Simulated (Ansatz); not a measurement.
Phonons of GdO in the zincblende structure

Level of theory: DFT, PBEsol, scalar-relativistic, collinear spin; plane waves to 420 eV with PAW datasets (Ansatz 0.2.0), Gaussian smearing of 0.15 eV; PAW files: Ansatz's generated set soft_2.

```
Gd O
1.0
     0.00000    2.65709    2.65709
     2.65709    0.00000    2.65709
     2.65709    2.65709    0.00000
Gd O
1 1
Direct
  0.00000 0.00000 0.00000
  0.25000 0.25000 0.25000
```

The start was a prototype's sites filled with these elements; the Crystallography Open Database holds the compound in this structure.

Moments typed, the run going on from the state of an earlier one (μB, in the order of the atoms): 7.48, 0.0.

The spin moment ends at 7.48 μB for each cell as shown.

Force constants come from finite displacements in a 2×2×2 supercell (the unit cell's 12×12×12 k-mesh, folded to it); the long-range dipole term is not included. Points in reciprocal vectors of this cell: Γ = (0.000, 0.000, 0.000), X = (-0.500, -0.500, 0.000), U = (-0.375, -0.375, 0.250), K = (-0.375, 0.000, 0.375), L = (0.000, 0.000, 0.500), W = (-0.500, -0.250, 0.250).

Frequencies at the named points (cm⁻¹, imaginary ones negative):
| point | ω (cm⁻¹) |
| --- | --- |
| Γ | 0 0 0 219 219 219 |
| X | 99 99 129 283 283 304 |
| U | 92 105 123 285 287 300 |
| K | 92 105 123 285 287 300 |
| L | 73 73 122 276 276 286 |
| W | 96 106 122 286 293 298 |

Question: Is the structure dynamically stable along this path, and where does the spectrum end?

Answer: Yes: no branch is imaginary beyond numerical noise. The highest frequency is 304 cm⁻¹, at X. Points that don't fit the supercell are interpolated.

Question: What does the harmonic approximation give for the vibrational free energy, entropy and heat capacity?

Answer: Zero-point energy 34.3 meV/atom.
```csv
T (K),F_vib (meV/atom),S (J/K per mole of atoms),C_V (J/K per mole of atoms)
100,29.6,11.5,14.6
200,10.9,24.0,21.1
300,-18.9,33.0,23.1
400,-56.8,39.8,23.8
500,-100.9,45.1,24.2
600,-150.0,49.6,24.4
700,-203.4,53.3,24.6
800,-260.4,56.6,24.7
900,-320.6,59.5,24.7
1000,-383.7,62.1,24.8
```

The highest mode, 304 cm⁻¹, is worth 440 K. At 300 K the heat capacity has reached 92 % of the classical limit 3R = 24.9 J/K per mole of atoms.

The crystal is a metal or nearly so; low and unstable modes depend on mesh and smearing.

It ran for 7.6 min on 4 threads of Arm Neoverse V2 (shared host), peak memory 3.6 GiB.

Without a U the 4f levels of Gd lie too near the Fermi level, so their share of the states there, and what hangs on it, is overstated. These numbers lack spin–orbit coupling. Site moments are of spin, integrated over atomic spheres. No antiparallel order was tried.
